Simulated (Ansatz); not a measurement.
Theory: DFT PBE, scalar-relativistic, plane waves, PAW in Ansatz. All cells share a 420 eV cutoff and Γ-centred k meshes spaced about 0.3 Å⁻¹ or finer (0.25 for metals, 2π included). No spin polarisation.

These are static total energies at zero pressure.

Two forms of Na4AlO were relaxed alike.

A.

```cif
data_structure
_symmetry_space_group_name_H-M 'Immm'
_symmetry_Int_Tables_number 71
_cell_length_a 3.5048
_cell_length_b 3.7103
_cell_length_c 23.7119
_cell_angle_alpha 90.000
_cell_angle_beta 90.000
_cell_angle_gamma 90.000
_cell_volume 308.35
loop_
_atom_site_label
_atom_site_type_symbol
_atom_site_symmetry_multiplicity
_atom_site_Wyckoff_symbol
_atom_site_fract_x
_atom_site_fract_y
_atom_site_fract_z
_atom_site_occupancy
Na1 Na 4 j 0.50000 0.00000 0.57560 1
Na2 Na 4 j 0.00000 0.50000 0.69170 1
Al1 Al 2 b 0.50000 0.00000 0.00000 1
O1 O 2 c 0.50000 0.50000 0.00000 1
```

B.

```cif
data_structure
_symmetry_space_group_name_H-M 'P4/mcc'
_symmetry_Int_Tables_number 124
_cell_length_a 6.5686
_cell_length_b 6.5686
_cell_length_c 6.0623
_cell_angle_alpha 90.000
_cell_angle_beta 90.000
_cell_angle_gamma 90.000
_cell_volume 261.56
loop_
_atom_site_label
_atom_site_type_symbol
_atom_site_symmetry_multiplicity
_atom_site_Wyckoff_symbol
_atom_site_fract_x
_atom_site_fract_y
_atom_site_fract_z
_atom_site_occupancy
Na1 Na 8 m 0.75764 0.37212 0.00000 1
Al1 Al 2 a 0.00000 0.00000 0.75000 1
O1 O 2 c 0.50000 0.50000 0.75000 1
```

Problem. Which would you expect to be lower, and how large is the difference?

Solution. A is lower, by 147 meV/atom. A has space group Immm (No. 71), 25.7 Å³/atom and no gap on its mesh; B has space group P4/mcc (No. 124), 21.8 Å³/atom and no gap. Counting Al or Na atoms around O (for each partner element, those within 1.25 times its shortest distance or 1.15 times the sum of covalent radii, where it is the nearest in units of that sum or under 1.3), A has O 6 and B has O 8. The lower one is the more open, so pressure narrows the difference. Both come from trial cells of a structure search, whose lowest cell (P-1, 26.9 Å³/atom) lies 42 meV/atom below the lower of the two.

Trial moments fell under 0.15 μB along the way in Immm and P4/mcc; another start might hold them. With atoms moved at random, A (by 42 meV/atom) fell into a lower structure. B had no clear such test and can be a saddle point. Some candidate types were left out of the draw beforehand, so a known form may be missing.
